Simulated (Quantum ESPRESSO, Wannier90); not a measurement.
## Tight-binding from DFT: SnO (Pmn2₁)

```
begin unit_cell_cart
ang
    3.3550000000    0.0000000000    0.0000000000
    0.0000000000    5.6741000000    0.0000000000
    0.0000000000    0.0000000000    4.2219700000
end unit_cell_cart
begin atoms_frac
Sn   0.0000000000  0.2319100000 -0.4868600000
Sn   0.5000000000 -0.2319100000  0.0131400000
O    0.0000000000 -0.1087500000 -0.2631400000
O    0.5000000000  0.1087500000  0.2368600000
end atoms_frac
```

Cell from Materials Project (mp-545552), symmetrised, no further relaxation. Not found in the COD (Crystallography Open Database) copy used, which has the formula in other groups; not checked further. Level: PBEsol, spinors with spin-orbit coupling; pw.x of Quantum ESPRESSO at 68 Ry with PseudoDojo potentials, 6×4×6 k-points, Wannier90. Density: 10×6×8 mesh, cold smearing 0.01 Ry. The cell is built of weakly bound layers, chains or molecules, whose nearest atoms lie 3.86 Å apart. Database cells relaxed without dispersion often hold them too far apart, which can enlarge gaps and weakens couplings between them; spacing and stacking were not compared with the measured crystal.

A tight-binding model is made by disentanglement and projection with no localisation steps (num_iter = 0), so the 32 orbitals stay atom-like: hydrogen-like Sn: s;p; O: s;p, axes along x, y, z; frozen window up to 2.72 eV relative to the valence-band maximum. It follows pw.x to 4.5 meV rms for states up to 2.2 eV relative to the valence-band maximum. Matrix elements depend on this choice of orbitals and windows.

Q: What are the on-site energies relative to the valence-band maximum, and how fast do the hoppings decay?

A: 
```tsv
atom	orbitals	energy (eV)
Sn1	s↑ s↓	-2.57
Sn1	pz↑ pz↓	3.36
Sn1	px↑ px↓	4.00
Sn1	py↑ py↓	4.04
Sn2	s↑ s↓	-2.57
Sn2	pz↑ pz↓	3.36
Sn2	px↑ px↓	4.00
Sn2	py↑ py↓	4.04
O3	s↑ s↓	-16.87
O3	pz↑ pz↓	-2.84
O3	px↑ px↓	-3.05
O3	py↑ py↓	-2.96
O4	s↑ s↓	-16.87
O4	pz↑ pz↓	-2.84
O4	px↑ px↓	-3.05
O4	py↑ py↓	-2.96
```

```csv
distance of the centres (Å),largest modulus (eV)
2–3,1.9
3–4,1.5
4–5,0.51
5–6,0.12
6–7,0.15
7–8,0.029
8–9,0.019
9–10,0.011
```
